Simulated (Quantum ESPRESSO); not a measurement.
# Where does C sit best among Si sites?

These are calculations, not measurements. They come from pw.x of Quantum ESPRESSO 7.5, a plane-wave density functional program, with PseudoDojo standard norm-conserving files (v0.5 for PBE, v0.4.1 for LDA and PBEsol). The cells are made up: elements, strain and atom displacements were drawn at random, and nothing was relaxed. There is no spin polarisation, spin-orbit coupling or dispersion term.

The cell has 8 sites of a zincblende or diamond lattice. Sites 1 to 4 hold X X X X; sites 5 to 8 hold Ge Ge Ge Ge. Cell vectors in Å: (5.726, -0.107, 0.021); (-0.107, 5.676, 0.007); (0.021, 0.007, 5.623). Settings: PBE, cutoff 1116 eV, 6 x 6 x 6 k mesh shifted by half a step, Fermi-Dirac smearing of 0.1 eV.

In each run one of the sites marked X holds C and the others hold Si; cell and positions stay the same. E is the free energy of the cell.

| site of the guest | first shell | mean distance (Å) | E above the lowest (eV) | P (GPa) | force on the guest (eV/Å) |
| --- | --- | --- | --- | --- | --- |
| 1 | Ge4 | 2.527 | 0.673 | -5.68 | 0.555 |
| 2 | Ge4 | 2.419 | 0.000 | -7.13 | 0.580 |
| 3 | Ge4 | 2.435 | 0.225 | -6.70 | 0.248 |
| 4 | Ge4 | 2.472 | 0.510 | -6.19 | 0.780 |

A rerun of one of these cells at 1347 eV and k mesh 8 x 8 x 8 moved values by no more than 0.003 eV in the cell's energy, 0.03 GPa in stress and 0.005 eV/Å in force.

## Reading the table

Site 2 is lowest, by 0.225 eV, over three times the rerun's bound. A straight line of energy against the mean distance has a slope of 5.9 ± 1.4 eV/Å, so the guest costs less on the tighter sites. The positions are random and not relaxed, so the differences hold for this frozen cell and are not site preferences of a real crystal.